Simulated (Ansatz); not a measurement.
Name crystals whose computed values (the program Ansatz at the r²SCAN level (PAW)) fall in these windows: G_Hill (GPa) 22 to 26; gap (eV) 6.6 to 8.2; electron conductivity mass (mₑ) 0.43 to 0.56.



```json
[
 {"crystal": "LiCl, rock salt", "G_Hill (GPa)": "23.9", "gap (eV)": "7.29", "electron conductivity mass (mₑ)": "0.47"}
]
```
Others may fit too.

The cell was relaxed under the symmetry of its start.

Potentials: the later of the program's two PAW sets.
